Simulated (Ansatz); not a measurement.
PbSe:
Space group Pm-3m (No. 221); a = 3.768 Å, b = 3.768 Å, c = 3.768 Å, α = 90.00°, β = 90.00°, γ = 90.00°

```
atom  site  symmetry       x       y       z
----  ----  --------  ------  ------  ------
Pb      1a      m-3m  0.0000  0.0000  0.0000
Se      1b      m-3m  0.5000  0.5000  0.5000
```

Relaxed with r²SCAN.

Task: Which orbitals make up the states near the Fermi level in r²SCAN in the plane-wave PAW code Ansatz?

Result: Within 0.5 eV of the Fermi level: Se 4p 78 %, Pb 6p 15 %, Pb 6s 5 %. Projections are on Löwdin-orthogonalised atomic valence shells; empty p or d shells of many metals are not among them.

Task: Tabulate the density of states.

Result: States/eV per cell of 2 atoms, in 0.25 eV bins, energy from the Fermi level.

| E (eV) | total | Se 4p | Pb 6p | Pb 6s |
|---|---|---|---|---|
| -7.85 | 1.09 | 0.08 | 0.05 | 0.89 |
| -7.60 | 0.65 | 0.03 | 0.03 | 0.54 |
| -7.35 | 0.38 | 0.01 | 0.02 | 0.32 |
| -7.10 | 0.19 | 0.00 | 0.01 | 0.18 |
| -6.85 | 0.11 | 0.00 | 0.00 | 0.10 |
| -6.60 | 0.01 | 0.00 | 0.00 | 0.01 |
| -6.35 | 0.00 | 0.00 | 0.00 | 0.00 |
| -6.10 | 0.00 | 0.00 | 0.00 | 0.00 |
| -5.85 | 0.00 | 0.00 | 0.00 | 0.00 |
| -5.60 | 0.00 | 0.00 | 0.00 | 0.00 |
| -5.35 | 0.00 | 0.00 | 0.00 | 0.00 |
| -5.10 | 0.00 | 0.00 | 0.00 | 0.00 |
| -4.85 | 0.00 | 0.00 | 0.00 | 0.00 |
| -4.60 | 0.01 | 0.00 | 0.00 | 0.00 |
| -4.35 | 0.31 | 0.18 | 0.13 | 0.00 |
| -4.10 | 0.62 | 0.36 | 0.24 | 0.01 |
| -3.85 | 0.86 | 0.51 | 0.32 | 0.02 |
| -3.60 | 1.14 | 0.69 | 0.40 | 0.03 |
| -3.35 | 1.65 | 1.01 | 0.55 | 0.05 |
| -3.10 | 1.87 | 1.19 | 0.56 | 0.07 |
| -2.85 | 1.49 | 0.94 | 0.41 | 0.09 |
| -2.60 | 1.19 | 0.75 | 0.31 | 0.09 |
| -2.35 | 1.32 | 0.90 | 0.29 | 0.09 |
| -2.10 | 1.36 | 0.96 | 0.27 | 0.09 |
| -1.85 | 1.40 | 1.02 | 0.25 | 0.09 |
| -1.60 | 1.45 | 1.10 | 0.23 | 0.08 |
| -1.35 | 1.57 | 1.23 | 0.22 | 0.09 |
| -1.10 | 1.58 | 1.28 | 0.18 | 0.08 |
| -0.85 | 1.57 | 1.32 | 0.14 | 0.07 |
| -0.60 | 1.71 | 1.47 | 0.11 | 0.09 |
| -0.35 | 2.14 | 1.88 | 0.10 | 0.12 |
| -0.10 | 0.89 | 0.71 | 0.11 | 0.06 |
| 0.15 | 0.18 | 0.03 | 0.15 | 0.00 |
| 0.40 | 0.20 | 0.02 | 0.18 | 0.00 |
| 0.65 | 0.26 | 0.03 | 0.22 | 0.00 |
| 0.90 | 0.32 | 0.05 | 0.26 | 0.00 |
| 1.15 | 0.42 | 0.07 | 0.32 | 0.00 |
| 1.40 | 0.50 | 0.09 | 0.37 | 0.01 |
| 1.65 | 0.63 | 0.12 | 0.46 | 0.01 |
| 1.90 | 0.85 | 0.17 | 0.60 | 0.01 |
| 2.15 | 1.27 | 0.25 | 0.87 | 0.02 |
| 2.40 | 1.60 | 0.34 | 1.09 | 0.02 |
| 2.65 | 1.44 | 0.34 | 0.94 | 0.02 |
| 2.90 | 1.26 | 0.32 | 0.80 | 0.02 |
| 3.15 | 1.54 | 0.44 | 0.96 | 0.01 |
| 3.40 | 1.27 | 0.32 | 0.85 | 0.01 |
| 3.65 | 1.23 | 0.27 | 0.86 | 0.01 |
| 3.90 | 1.25 | 0.26 | 0.90 | 0.01 |
| 4.15 | 1.36 | 0.28 | 0.98 | 0.01 |
| 4.40 | 1.62 | 0.33 | 1.19 | 0.01 |
| 4.65 | 1.72 | 0.31 | 1.31 | 0.01 |

A made-up cell: these elements were put on the sites of a structure type; the Crystallography Open Database copy checked does not list it. It is not the phase usual at ambient conditions (space group No. 225). Symmetry was held in the r²SCAN relaxation; whether a distortion lowers the energy is not shown. Spin–orbit coupling is left out wherever it is not named.

Potentials: the later of the program's two PAW sets.
